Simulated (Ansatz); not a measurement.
**LaSb: strain and displacement**

```
CELL_PARAMETERS angstrom
0.00000 3.24500 3.24500
3.24500 0.00000 3.24500
3.24500 3.24500 0.00000
ATOMIC_POSITIONS crystal
La 0.00000 0.00000 0.00000
Sb 0.50000 0.50000 0.50000
```

Atoms are numbered in the order listed.

The cell is COD entry 1537613, as deposited and not checked against the literature; nothing was relaxed.

Spin–orbit coupling is left out, though it moves levels of the heavy atoms by tenths of an eV or more.

Level of theory: DFT, PBEsol, PAW with Ansatz's default frozen-core files, scalar-relativistic in Ansatz 0.2.0.

Numerical set-up: a Γ-centred 10×10×10 k mesh, Fermi–Dirac smearing of 0.05 eV, cutoff 420 eV, no spin polarisation; the PAW files were made with PBE, and the program remakes their frozen cores for this functional.

The unchanged cell is at -0.95 GPa.

In a metal, stresses and small energies carry noise from the k mesh.

x, y and z are the Cartesian axes of the cell as listed; fractional coordinates follow a strain, and an engineering shear is twice the off-diagonal strain component.

Problem. With this change (equal xy, yz and zx engineering shear strains of -2 %), what becomes of the energy and stress?

Solution. Energy change +2.3 meV/atom; stress change (xx, yy, zz, yz, xz, xy) -0.01, -0.01, -0.01, 0.35, 0.35, 0.35 GPa, compression positive.

Problem. With this change (equal xy, yz and zx engineering shear strains of -1 %), what becomes of the energy and stress?

Solution. Energy change +0.6 meV/atom; stress change (xx, yy, zz, yz, xz, xy) 0.00, 0.00, 0.00, 0.18, 0.18, 0.18 GPa, compression positive.

Problem. With this change (equal xy, yz and zx engineering shear strains of +1 %), what becomes of the energy and stress?

Solution. Energy change +0.6 meV/atom; stress change (xx, yy, zz, yz, xz, xy) 0.00, 0.00, 0.00, -0.19, -0.19, -0.19 GPa, compression positive.

Problem. With this change (equal xy, yz and zx engineering shear strains of +2 %), what becomes of the energy and stress?

Solution. Energy change +2.4 meV/atom; stress change (xx, yy, zz, yz, xz, xy) -0.01, -0.01, -0.01, -0.39, -0.39, -0.39 GPa, compression positive.
